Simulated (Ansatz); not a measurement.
**Piezoelectric tensor of AlGa2N3**

Theory: DFT PBE, scalar-relativistic, plane waves, PAW in Ansatz. Plane waves to 420 eV; Γ-centred k mesh 12×12×12; fixed occupations. No spin polarisation.

Relaxed structure:
```yaml
crystal:
  lattice:
    - [-1.59233, 1.59233, 6.73546]
    - [1.59233, -1.59233, 6.73546]
    - [1.59233, 1.59233, -6.73546]
  atoms:
    - { symbol: Al, position: [0.50000, 0.50000, 0.00000] }
    - { symbol: Ga, position: [0.83538, 0.83538, 0.00000] }
    - { symbol: Ga, position: [0.16462, 0.16462, 0.00000] }
    - { symbol: N, position: [0.42151, 0.92151, 0.50000] }
    - { symbol: N, position: [0.07849, 0.57849, 0.50000] }
    - { symbol: N, position: [0.75000, 0.25000, 0.50000] }
```

The cell was found from a structure generator's guess, not taken from experiment.

Task: Give the relaxed-ion proper piezoelectric stress tensor e_iJ (C/m², Voigt columns xx yy zz yz xz xy).

Result:
```
x    0.000  0.000  0.000  0.000 -0.295  0.000
y    0.000  0.000  0.000  0.295  0.000  0.000
z   -0.336  0.336  0.000  0.000  0.000  0.000
```
Signs follow the orientation of the cell as given.

Task: With the elastic constants (GPa, Voigt order)
C11 = 355.9, C12 = 45.5, C13 = 137.4, C22 = 355.9, C23 = 137.4, C33 = 259.5, C44 = 153.5, C55 = 153.5, C66 = 63.9 GPa; the others vanish.
find the strain coefficients d = e·C⁻¹ (pC/N).

Result:
```
x    0.00  0.00  0.00  0.00 -1.92  0.00
y    0.00  0.00  0.00  1.92  0.00  0.00
z   -1.08  1.08  0.00  0.00  0.00  0.00
```
